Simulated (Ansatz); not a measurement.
Starting structure of a cell relaxation (symmetry kept):

```cif
data_structure
_symmetry_space_group_name_H-M 'P 1'
_symmetry_Int_Tables_number 1
_cell_length_a 3.1594
_cell_length_b 3.1594
_cell_length_c 5.4508
_cell_angle_alpha 90.000
_cell_angle_beta 90.000
_cell_angle_gamma 120.000
_cell_volume 47.12
loop_
_atom_site_label
_atom_site_type_symbol
_atom_site_fract_x
_atom_site_fract_y
_atom_site_fract_z
_atom_site_occupancy
Hf1 Hf 0.66667 0.33333 0.75000 1
Hf2 Hf 0.33333 0.66667 0.25000 1
N1 N 0.00000 0.00000 0.00000 1
N2 N 0.00000 0.00000 0.50000 1
```

Theory: Ansatz, DFT LDA, scalar-relativistic, plane waves, PAW.

Settings: cutoff 420 eV, Γ-centred mesh 18×18×8 on the computed 4-atom cell, Gaussian smearing of 0.10 eV; no spin polarisation.

Problem. What does it relax to?

Solution. The volume decreases by 0.62 Å³/atom to 11.16 Å³/atom, and the energy falls by 29.5 meV/atom. Final structure:
```cif
data_structure
_symmetry_space_group_name_H-M 'P6_3/mmc'
_symmetry_Int_Tables_number 194
_cell_length_a 3.1030
_cell_length_b 3.1030
_cell_length_c 5.3512
_cell_angle_alpha 90.000
_cell_angle_beta 90.000
_cell_angle_gamma 120.000
_cell_volume 44.62
loop_
_atom_site_label
_atom_site_type_symbol
_atom_site_symmetry_multiplicity
_atom_site_Wyckoff_symbol
_atom_site_fract_x
_atom_site_fract_y
_atom_site_fract_z
_atom_site_occupancy
Hf1 Hf 2 c 0.66667 0.33333 0.75000 1
N1 N 2 a 0.00000 0.00000 0.00000 1
```

Course of the relaxation (steps run on the plane waves of an earlier cell, and the basis is chosen afresh near the end, so energy and pressure can step there; trial steps that raised the energy were taken back; energies are free energies):

```json
{"step": "1", "E − E_final (meV/atom)": "29.5", "P (GPa)": "-14.41", "V (Å³/atom)": "11.78"}
{"step": "2", "E − E_final (meV/atom)": "10.9", "P (GPa)": "11.08", "V (Å³/atom)": "10.78"}
{"step": "3", "E − E_final (meV/atom)": "-0.4", "P (GPa)": "-0.38", "V (Å³/atom)": "11.18"}
{"step": "4", "E − E_final (meV/atom)": "-1.6", "P (GPa)": "-0.71", "V (Å³/atom)": "11.19"}
{"step": "5", "E − E_final (meV/atom)": "-1.8", "P (GPa)": "-0.03", "V (Å³/atom)": "11.16"}
{"step": "6", "E − E_final (meV/atom)": "0.0", "P (GPa)": "-0.23", "V (Å³/atom)": "11.16"}
{"step": "7", "E − E_final (meV/atom)": "0.0", "P (GPa)": "0.00", "V (Å³/atom)": "11.16"}
{"step": "8", "E − E_final (meV/atom)": "0.0", "P (GPa)": "0.00", "V (Å³/atom)": "11.16"}
```

Spin–orbit coupling is left out, which can shift energies with elements as heavy as these.

Cost: 1 run of about 2 core-minutes, on Arm Neoverse V2 (shared hosts).